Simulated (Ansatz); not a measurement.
Space group I-42d (No. 122). a = 4.925 Å, b = 4.925 Å, c = 7.287 Å, α = 90.00°, β = 90.00°, γ = 90.00°
```json
{"atom": "Si", "site": "4a", "symmetry": "-4..", "x": "0.0000", "y": "0.0000", "z": "0.0000"}
{"atom": "O", "site": "8d", "symmetry": ".2.", "x": "0.2500", "y": "0.5993", "z": "0.3750"}
```

Equation of state of this SiO2 structure (not necessarily the ground state), with shape and atoms relaxed at each volume where symmetry leaves them free. All numbers below come from Ansatz, DFT LDA, scalar-relativistic, plane waves, PAW.

Plane waves to 420 eV, a k mesh through Γ of 8×8×8 on the computed 6-atom cell and Gaussian smearing (0.02 eV); no spin polarisation.

```
V (Å³/atom) E − E(largest V) (meV/atom) P (GPa) gap on mesh (eV)
     12.962                         7.13     2.98              6.23
     13.404                         0.23     2.12              6.11
     13.846                        -4.43     1.36              5.99
     14.288                        -7.08     0.67              5.87
     14.730                        -7.97     0.00              5.76
     15.172                        -7.22    -0.59              5.66
     15.614                        -5.01    -1.06              5.57
     16.203                         0.00    -1.70              5.44
```

Task: Fit a third-order Birch–Murnaghan equation to E(V).

Result: V0 = 14.74 Å³/atom, B0 = 20 GPa, B0' = 2.5.

This form isn't the usual stable structure of the compound.